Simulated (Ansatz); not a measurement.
Input file for Ansatz (a program for electronic structure):

Ansatz 0.2 input:
```yaml
crystal:
  lattice:
    - [3.135062235, 0.0, 0.0]
    - [-1.5675311175, 2.715043538, 0.0]
    - [0.0, 0.0, 5.1506816878]
  atoms:
    - { symbol: Al, position: [0.3333333333, 0.6666666667, 0.5042183583] }
    - { symbol: Zn, position: [0.6666666667, 0.3333333333, 0.9876964303] }
    - { symbol: O, position: [0.3333333333, 0.6666666667, 0.1521578662] }
    - { symbol: N, position: [0.6666666667, 0.3333333333, 0.6059173452] }
kpoints:
  mp_grid: { grid: [9, 9, 5] }
hamiltonian:
  xc: r2scan
  pseudopotentials: { azcp: { folder: ./paw }, kind: paw }
scf:
  occupations: { method: fixed }
output:
  optics: { e_range: [0.0, 15.0], de: 0.05, sigma: 0.1, bands: { spectra_wanted_up_to: 12 eV } }
```

Output (shortened):

```
output.optics: the spectra are integrated over the Brillouin zone by k·p interpolation around the k-points, where levels, occupations, output.optics.sigma and …
Pseudopotential: Al, paw, valence charge 3
Pseudopotential: Zn, paw, valence charge 12
Pseudopotential: O, paw, valence charge 6
Pseudopotential: N, paw, valence charge 5
Functional definition: r2SCAN
Crystal: 4 atoms, lattice volume = 43.842 Å³
Basis set: ecut = 500 eV, 1099 PW (Γ), exchange–correlation on 96×96×160 points (64 copies of the dense FFT grid, shifted against one another)
Bands: 17, of which v1, the nominal top of the filled ones, is band 13 counted from 1 (12 counted from 0)
Symmetry: 6 space group operations
Space group: P3m1 (ITA 156), of the structure as read, at distance tolerance 3.5e-5 Å
k-points: 50 of 405 (time reversal used)
SCF iter   1: F=—  HF=-4825.544995 eV  |F-HF|=—  |Δ(HF+E_count)|=         —  Δρ=1.38e-1  dr2=8.02e0  dr2_τ=6.15e-1  ethr=3.10e-3  ⟨swp⟩=4.6  Hψ=4174  notcnv=0  defer=96
preconditioner: auto → none
SCF iter   2: F=—  HF=-4824.020870 eV  |F-HF|=—  |Δ(HF+E_count)|=    1.52e0  Δρ=7.11e-2  dr2=1.71e0  dr2_τ=3.76e-1  ethr=3.10e-3  ⟨swp⟩=3.1  Hψ=2233  notcnv=0  defer=91
SCF iter   3: F=—  HF=-4823.635368 eV  |F-HF|=—  |Δ(HF+E_count)|=   3.86e-1  Δρ=2.54e-2  dr2=1.61e-1  dr2_τ=1.55e-2  ethr=3.10e-3  ⟨swp⟩=2.2  Hψ=1993  notcnv=0  defer=56
SCF iter   4: F=—  HF=-4823.643557 eV  |F-HF|=—  |Δ(HF+E_count)|=   8.19e-3  Δρ=9.81e-3  dr2=3.65e-2  dr2_τ=4.16e-3  ethr=6.20e-4  ⟨swp⟩=2.8  Hψ=1700  notcnv=0  defer=96
SCF iter   5: F=—  HF=-4823.641087 eV  |F-HF|=—  |Δ(HF+E_count)|=   2.47e-3  Δρ=2.60e-3  dr2=1.46e-3  dr2_τ=1.02e-4  ethr=1.41e-4  ⟨swp⟩=2.0  Hψ=1778  notcnv=0  defer=98
SCF iter   6: F=—  HF=-4823.641650 eV  |F-HF|=—  |Δ(HF+E_count)|=   5.63e-4  Δρ=8.55e-4  dr2=5.38e-4  dr2_τ=1.14e-5  ethr=5.60e-6  ⟨swp⟩=2.1  Hψ=1512  notcnv=0  defer=100
SCF iter   7: F=—  HF=-4823.641558 eV  |F-HF|=—  |Δ(HF+E_count)|=   9.22e-5  Δρ=5.04e-4  dr2=8.72e-5  dr2_τ=1.09e-6  ethr=2.07e-6  ⟨swp⟩=2.2  Hψ=1242  notcnv=0  defer=100
SCF iter   8: F=—  HF=-4823.641535 eV  |F-HF|=—  |Δ(HF+E_count)|=   2.31e-5  Δρ=9.74e-5  dr2=5.30e-6  dr2_τ=1.74e-7  ethr=3.36e-7  ⟨swp⟩=2.4  Hψ=1536  notcnv=0  defer=9
SCF iter  13: F=-4823.641533 eV  HF=-4823.641533 eV  |F-HF|=9.09e-13  |Δ(HF+E_count)|=  3.64e-12  Δρ=8.82e-8  dr2=2.22e-12  dr2_τ=2.86e-13  ethr=1.00e-12  ⟨swp⟩=4.1  Hψ=3086  notcnv=0
SCF 1 converged in 13 iterations: F = -4823.641533 eV  dr2 = 2.22e-12
NSCF: frozen V_eff on 50 k-points
Optics k sum: 0 of 50 k-points
Optics k sum: 3 of 50 k-points
Optics k sum: 5 of 50 k-points
Optics k sum: 8 of 50 k-points
Optics k sum: 10 of 50 k-points
Optics k sum: 13 of 50 k-points
Optics k sum: 15 of 50 k-points
Optics k sum: 18 of 50 k-points
Optics k sum: 20 of 50 k-points
Optics k sum: 23 of 50 k-points
Optics k sum: 25 of 50 k-points
Optics k sum: 28 of 50 k-points
Optics k sum: 30 of 50 k-points
Optics k sum: 33 of 50 k-points
Optics k sum: 35 of 50 k-points
Optics k sum: 38 of 50 k-points
Optics k sum: 40 of 50 k-points
Optics k sum: 43 of 50 k-points
Optics k sum: 45 of 50 k-points
Optics k sum: 48 of 50 k-points
Optics k sum: 50 of 50 k-points
Optics k sum: 0 of 50 k-points
Optics k sum: 3 of 50 k-points
Optics k sum: 5 of 50 k-points
Optics k sum: 8 of 50 k-points
Optics k sum: 10 of 50 k-points
Optics k sum: 13 of 50 k-points
Optics k sum: 15 of 50 k-points
Optics k sum: 18 of 50 k-points
Optics k sum: 20 of 50 k-points
Optics k sum: 23 of 50 k-points
Optics k sum: 25 of 50 k-points
Optics k sum: 28 of 50 k-points
Optics k sum: 30 of 50 k-points
Optics k sum: 33 of 50 k-points
Optics k sum: 35 of 50 k-points
Optics k sum: 38 of 50 k-points
Optics k sum: 40 of 50 k-points
Optics k sum: 43 of 50 k-points
Optics k sum: 45 of 50 k-points
Optics k sum: 48 of 50 k-points
Optics k sum: 50 of 50 k-points
NSCF: frozen V_eff on 1 k-points
NSCF: frozen V_eff on 1 k-points
NSCF: frozen V_eff on 1 k-points
NSCF: frozen V_eff on 1 k-points
output.optics: what the bands over the 27 summed would add to eps1, eps2 and the energy-loss function is held between a lower and an upper bound (8 Lanczos …
SCF converged after 13 iterations
Free energy (F): -4823.641533 eV
Harris-Foulkes:  -4823.641533 eV  (|F-HF|=9.09e-13)
Internal energy: -4823.641533 eV  (E = F + TS)
E sigma→0 (E₀):  -4823.641533 eV
Fermi energy:    6.912538 eV
--- Per-component energies (eV) ---
  E_band       = 36.926567
  E_kinetic    = 473.270360
  E_local      = -2721.476863  (includes V_loc(G=0)·N_el)
  E_nonlocal   = 926.021605
  E_hartree    = 1061.634931
  E_xc         = -236.643516
  E_vxc        = -270.627670  (∫ρ·V_xc dr)
  E_paw        = -2687.911923  (= ΣΔE_a)
  E_vpaw       = -508.863323  (= ΣTr[D̂ρ^β])
  E_aug_tail   = 0.000314  (compensation charges beyond the density's cutoff)
  E_vtau       = 15.332242  (kinetic-family band-sum trace: ∫τ·v_τ [+ j·A + Jᵃ·Aᵃ] dr)
  E_ewald      = -1638.232210
  E_core_change = -0.304231  (= ΣΔE_core)
  E_smearing   =  0.000000  (= −TS)
  E_closure    =  0.000000  (closes the sum)
  Σ components = -4823.641533   (vs F -4823.641533, Δ=0.00e0)
  [band-id]    e_kinetic+e_local+e_nonlocal+2·e_hartree+e_vxc+e_vpaw+e_augmentation_tail+e_vtau = 36.926527   (vs E_band 36.926567, Δ=-4.09e-5)
--- Band table (eV; the first three rows and the last of 50) ---
  k-point 0: bands = ["-12.1469", "-7.5652", "0.6443", "1.4106", "1.4106", "2.2177", "2.3777", "2.3777", "6.0223", "6.0223", "6.5690", "6.9125", "6.9125", "9.7474", "14.4786", "17.3572", "19.7401"]
  k-point 1: bands = ["-12.1308", "-7.6173", "0.6909", "1.4088", "1.4088", "2.3723", "2.3723", "2.4293", "5.9300", "6.0892", "6.0892", "6.8540", "6.8540", "10.5218", "14.2558", "17.3740", "19.6933"]
  k-point 2: bands = ["-12.1042", "-7.7008", "0.7563", "1.4059", "1.4059", "2.3637", "2.3637", "2.9281", "4.9679", "6.2279", "6.2279", "6.7287", "6.7287", "11.9018", "13.5314", "17.5004", "19.3382"]
  k-point 49: bands = ["-11.4874", "-6.2345", "1.1121", "1.2307", "1.7903", "2.2727", "2.3687", "2.5615", "3.3373", "3.4150", "4.4283", "5.0983", "6.6675", "14.8323", "14.8911", "15.7862", "16.1631"]
```

Cost: roughly 2.4 core-minutes on shared cores.

The start of the workflow was typed in or built on a structure type; neither database checked (COD, Materials Project) lists it. Whether it is the stable phase at ambient conditions was not checked. The r²SCAN relaxation kept the symmetry of its start; whether a distortion lowers the energy is not shown.

Potentials: the earlier of the program's two PAW sets.

Ansatz is a plane-wave DFT program.
